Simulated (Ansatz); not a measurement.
**Ba2ZnWO6 in Ansatz, relaxation**

Input:

```yaml
crystal:
  lattice:
    - [0.0, 4.123652, 4.123652]
    - [4.123652, 0.0, 4.123652]
    - [4.123652, 4.123652, 0.0]
  atoms:
    - { symbol: W, position: [0.0, 0.0, 0.0] }
    - { symbol: Ba, position: [0.25, 0.25, 0.25] }
    - { symbol: Ba, position: [0.75, 0.75, 0.75] }
    - { symbol: Zn, position: [0.5, 0.5, 0.5] }
    - { symbol: O, position: [0.776, 0.224, 0.224] }
    - { symbol: O, position: [0.224, 0.776, 0.224] }
    - { symbol: O, position: [0.224, 0.776, 0.776] }
    - { symbol: O, position: [0.776, 0.224, 0.776] }
    - { symbol: O, position: [0.224, 0.224, 0.776] }
    - { symbol: O, position: [0.776, 0.776, 0.224] }
  symmetry: { tolerance: 0.0003 }
kpoints:
  mp_grid: { grid: [6, 6, 6], shift: [0, 0, 0] }
magnetization:
  spin_polarized: false
scf:
  occupations: { method: fermi_dirac }
  lower_state_search: "off"
hamiltonian:
  pseudopotentials: { kind: paw }
  xc: r2scan
basis:
  ecutwfc: 500
  fft_grid_basis: typed
relax:
  max_steps: 80
  cell: { p_target: 0.0 }
output:
  forces: true
  stress: true
  eigenvalues: true
  bader: true
  populations: true
  elf: true
  write_potential: true
  volumetric_format: npy
  dos:
    e_range: [-12, 8]
    de: 0.05
    projected: { site_lists: { Ba: [Ba], O: [O], W: [W], Zn: [Zn] } }
  write_density: true
checkpoint:
  read: saved_state
```

The command:

```bash
ansatz run input.yaml --threads 2 --pin off --max-ram 2560MiB --backend cpu --events-out ev --progress --plain --runs-dir out
```

Origin of the cell: a database entry, scaled a little.

The smearing width isn't typed, so it takes its default of 0.1 eV.

The saved state is a converged single point of the same cell.

Steps («new basis» is an SCF on plane waves selected anew at the same cell):

```json
{"step": "1", "ΔF (meV/atom)": "0.0", "max force component (eV/Å)": "3.964", "P (GPa)": "6.17", "volume (Å³)": "140.24", "SCF iterations": "6", "step was": "accepted"}
{"step": "2", "ΔF (meV/atom)": "-113.4", "max force component (eV/Å)": "0.071", "P (GPa)": "2.73", "volume (Å³)": "131.87", "SCF iterations": "7", "step was": "accepted"}
{"step": "3", "ΔF (meV/atom)": "-114.9", "max force component (eV/Å)": "0.023", "P (GPa)": "-0.69", "volume (Å³)": "134.87", "SCF iterations": "7", "step was": "accepted"}
{"step": "4", "ΔF (meV/atom)": "-115.1", "max force component (eV/Å)": "0.005", "P (GPa)": "-0.01", "volume (Å³)": "134.18", "SCF iterations": "5", "step was": "accepted"}
{"step": "5", "ΔF (meV/atom)": "-114.8", "max force component (eV/Å)": "0.005", "P (GPa)": "-0.01", "volume (Å³)": "134.18", "SCF iterations": "7", "step was": "new basis"}
```

Before:

Space group Fm-3m (No. 225); the run's cell has a = 5.832 Å, b = 5.832 Å, c = 5.832 Å, α = 60.00°, β = 60.00°, γ = 60.00°. Shortest distances: O–W 1.85 Å, O–Zn 2.28 Å, O–O 2.61 Å, Ba–O 2.92 Å, Ba–W 3.57 Å, Ba–Zn 3.57 Å.

After:

Space group Fm-3m (No. 225); the run's cell has a = 5.746 Å, b = 5.746 Å, c = 5.746 Å, α = 60.00°, β = 60.00°, γ = 60.00°. Shortest distances: O–W 1.93 Å, O–Zn 2.14 Å, O–O 2.73 Å, Ba–O 2.88 Å, Ba–W 3.52 Å, Ba–Zn 3.52 Å.

```xyz
10
Lattice="0.0000 4.0633 4.0633 4.0633 0.0000 4.0633 4.0633 4.0633 0.0000" Properties=species:S:1:pos:R:3 pbc="T T T"
W     0.0000    0.0000    0.0000
Ba    2.0317    2.0317    2.0317
Ba    6.0950    6.0950    6.0950
Zn    4.0633    4.0633    4.0633
O     1.9279    4.0633    4.0633
O     4.0633    1.9279    4.0633
O     6.1988    4.0633    4.0633
O     4.0633    6.1988    4.0633
O     4.0633    4.0633    1.9279
O     4.0633    4.0633    6.1988
```

```yaml
Free_energy_lowered_by: 114.8 meV/atom
Volume_change: -4.32 %
Final_pressure: -0.01 GPa
Relaxation_steps_listed: 5
Gap_on_the_mesh: 3.45 eV
```

Caveats: no spin-orbit coupling, though heavy elements are present; the database entry stands far from equilibrium and may be faulty; the relaxation held the start's symmetry, so the end may be a saddle point.

Time: 82 s on 2 threads of Arm Neoverse V2 (shared host), peak memory 0.99 GiB, from a saved density.
